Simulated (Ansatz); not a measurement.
Starting cell, BP (zinc blende):

```yaml
crystal:
  lattice:
    - [0.00000, 4.54829, 4.54829]
    - [2.27414, 0.00000, 2.27414]
    - [2.27414, 2.27414, 0.00000]
  atoms:
    - { symbol: P, position: [0.37500, 0.75000, 0.75000] }
    - { symbol: P, position: [0.87500, 0.75000, 0.75000] }
    - { symbol: B, position: [0.00000, 0.00000, 0.00000] }
    - { symbol: B, position: [0.50000, 0.00000, 0.00000] }
```

The atoms are displaced by Q × the pattern below (from a DFPT mode at L = (0.5, 0.0, 0.0), largest move 1; Q in Å), at fixed cell. (q is in reciprocal vectors of the primitive cell; the cell shown is doubled to hold the pattern.)

| atom | x | y | z |
|---|---|---|---|
| P1 | -0.577 | 0.577 | 0.577 |
| P2 | 0.577 | -0.577 | -0.577 |
| B3 | 0.065 | -0.065 | -0.065 |
| B4 | -0.065 | 0.065 | 0.065 |

The numbers are results of PBE (plane waves to 420 eV, PAW, scalar-relativistic; Ansatz, a first-principles code), not measurements. k mesh 6×12×12 (Γ-centred), Fermi-Dirac smearing 0.05 eV. The energy includes the smearing's −TS. BP was relaxed with its symmetry unable to fall. The PAW data are Ansatz's earlier set. The zero of ΔE is the undisplaced structure.

```tsv
Q (Å)	ΔE (meV/cell)
-0.1000	294.8
-0.0833	204.2
-0.0667	withheld
-0.0500	73.3
-0.0333	32.5
-0.0167	8.1
0.0000	0.0
0.0167	8.1
0.0333	32.5
0.0500	73.3
0.0667	withheld
0.0833	204.2
0.1000	294.8
```

**Question.** Fit an even polynomial form (powers 2, 4) to the given rows and predict ΔE at Q = -0.0667.

**Answer.** Least squares on the 11 given rows: ΔE = (29290)·Q² + (19500)·Q⁴, in meV/cell with Q in Å; root-mean-square residual 0.04 meV/cell. At -0.0667 the fit gives 130.7 meV/cell; the calculation gives 130.5 meV/cell, so the interpolation is off by 0.2 (+0.2 %). The quadratic term alone would give 130.3 meV/cell.

(A displaced cell: forces are minus the slopes of the energy, force constants its curvatures, and phonons follow from these.)
